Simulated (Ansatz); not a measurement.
InSb:
```cif
data_In2Sb2
_chemical_formula_sum 'In2 Sb2'
_space_group_name_H-M_alt 'P 1'
_space_group_IT_number 1
_cell_length_a 4.26070
_cell_length_b 4.26070
_cell_length_c 7.45851
_cell_angle_alpha 90.000
_cell_angle_beta 90.000
_cell_angle_gamma 120.000
loop_
_space_group_symop_operation_xyz
  'x, y, z'
loop_
_atom_site_label
_atom_site_type_symbol
_atom_site_fract_x
_atom_site_fract_y
_atom_site_fract_z
_atom_site_occupancy
In1 In 0.00000 0.00000 0.00000 1
In2 In 0.00000 0.00000 0.50000 1
Sb1 Sb 0.33333 0.66667 0.25000 1
Sb2 Sb 0.66667 0.33333 0.75000 1
```

Relaxed with PBE.

Problem. Which orbitals make up the states near the Fermi level in the program Ansatz at the PBE level (PAW)?

Solution. Within 0.5 eV of the Fermi level: Sb 5p 67 %, In 5p 18 %, In 5s 11 %. Projections are on Löwdin-orthogonalised atomic valence shells; empty p or d shells of many metals are not among them.

Problem. Tabulate the density of states.

Solution. States/eV per cell of 4 atoms, in 0.25 eV bins, energy from the Fermi level.

```csv
E (eV),total,Sb 5p,In 5p,In 5s
-7.85,0.00,0.00,0.00,0.00
-7.60,0.00,0.00,0.00,0.00
-7.35,0.00,0.00,0.00,0.00
-7.10,0.00,0.00,0.00,0.00
-6.85,0.00,0.00,0.00,0.00
-6.60,0.00,0.00,0.00,0.00
-6.35,0.12,0.06,0.00,0.06
-6.10,0.54,0.24,0.02,0.26
-5.85,1.66,0.69,0.10,0.73
-5.60,2.06,0.84,0.18,0.87
-5.35,2.32,0.91,0.25,0.99
-5.10,1.98,0.74,0.20,0.84
-4.85,2.42,0.86,0.21,1.07
-4.60,1.66,0.59,0.14,0.72
-4.35,0.83,0.27,0.08,0.38
-4.10,0.66,0.22,0.04,0.30
-3.85,0.60,0.21,0.05,0.23
-3.60,0.78,0.35,0.21,0.15
-3.35,1.56,0.78,0.54,0.15
-3.10,2.08,1.08,0.76,0.14
-2.85,1.96,1.02,0.68,0.16
-2.60,2.06,1.07,0.68,0.20
-2.35,2.00,1.07,0.62,0.20
-2.10,2.12,1.16,0.63,0.21
-1.85,2.61,1.50,0.77,0.22
-1.60,2.74,1.63,0.78,0.21
-1.35,2.72,1.67,0.74,0.20
-1.10,2.60,1.64,0.66,0.19
-0.85,2.99,1.99,0.68,0.21
-0.60,2.80,1.93,0.58,0.18
-0.35,2.35,1.63,0.47,0.15
-0.10,2.11,1.41,0.41,0.21
0.15,2.64,1.72,0.46,0.34
0.40,2.19,1.42,0.34,0.33
0.65,1.38,0.73,0.26,0.32
0.90,0.94,0.38,0.22,0.28
1.15,1.15,0.46,0.26,0.34
1.40,1.44,0.60,0.28,0.43
1.65,1.79,0.75,0.33,0.52
1.90,1.97,0.85,0.35,0.57
2.15,1.16,0.41,0.33,0.28
2.40,1.37,0.27,0.66,0.17
2.65,1.67,0.23,0.98,0.12
2.90,2.02,0.29,1.21,0.11
3.15,2.90,0.48,1.65,0.13
3.40,2.93,0.49,1.62,0.12
3.65,2.58,0.46,1.41,0.07
3.90,3.32,0.63,1.88,0.07
4.15,3.00,0.64,1.58,0.05
4.40,2.59,0.58,1.29,0.03
```

Space group P6_3/mmc (NiAs type). The start of the workflow was typed in or built on a structure type; neither database checked (COD, Materials Project) lists it. It is not the phase usual at ambient conditions (space group No. 216). Symmetry was held in the PBE relaxation; its stability against distortions is not shown here. Scalar-relativistic: spin–orbit coupling is off unless named, which matters more the heavier the elements.

Potentials: the later of the program's two PAW sets.
